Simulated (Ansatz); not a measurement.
Here is the system:

BaCoS$_{2}$:
```xyz
8
Lattice="4.2925 0.0000 0.0000 0.0000 4.2925 0.0000 0.0000 0.0000 8.7343" Properties=species:S:1:pos:R:3 pbc="T T T"
Ba     2.1463     0.0000     6.1312
Ba     0.0000     2.1463     2.6031
Co     2.1463     0.0000     0.7700
Co     0.0000     2.1463     7.9643
S      2.1463     0.0000     2.9936
S      0.0000     2.1463     5.7407
S      0.0000     0.0000     0.0000
S      2.1463     2.1463     0.0000
```
The run is spin-polarised; directions of the spins, atom by atom: 0 0 0 0 0 0 0 0.

This is the PBEsol-relaxed structure.

Q: All from PBEsol in the plane-wave PAW code Ansatz, unless another level is named. Give the electronic character.

A: metallic (no gap).

Q: Next, the density of states at the Fermi level?

A: 0.65 states/eV per atom (mean over ±0.08 eV).

Q: Next, the formation energy from the elements (no fitted shifts)?

A: -1.24 eV/atom.

Space group P4/nmm. The workflow started from an entry of the Crystallography Open Database (COD), which files this formula under 2 space groups. Its standing as an ambient phase is unchecked. The cell was relaxed with PBEsol under the symmetry of its start; its stability against distortions is not shown here. Spin order of the final state: ferromagnetic, the only order run, not a proven ground state. No Hubbard U is applied. The compound may be a true metal, but semilocal functionals without U, or a wrong spin order, can also close a gap. The references are the lowest solids computed at this level, not always the standard phases. Scalar-relativistic: spin–orbit coupling is off unless named, which matters more the heavier the elements.

Potentials: the later of the program's two PAW sets.
